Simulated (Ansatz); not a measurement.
Lu (hcp (Mg type)), relaxed and computed with several functionals in Ansatz (plane waves, PAW).

```
functional       a (Å)       c (Å)  V (Å³/atom)
----------  ----------  ----------  -----------
r²SCAN+D4        3.497       5.440        28.81
PBE              3.507       5.459        29.07
r²SCAN           3.504       5.455        29.00
PBEsol      (withheld)  (withheld)   (withheld)
LDA              3.382       5.239        25.95
PBE+D3(BJ)       3.456       5.378        27.81
```

**Question.** Fill in the missing entries.

**Answer.** 
- PBEsol, a (Å): 3.443
- PBEsol, c (Å): 5.348
- PBEsol, V (Å³/atom): 27.45

All cells were relaxed under the symmetry of their starts (and spin orders); stability against distortions was not tested throughout. Scalar-relativistic: spin–orbit coupling is off unless named, which matters more the heavier the elements.

Potentials: the earlier of the program's two PAW sets. The files were generated under PBE; for other functionals the program regenerates the frozen cores, and for LDA and PBEsol the local potential too.

Ansatz (a first-principles code) is a plane-wave DFT program.
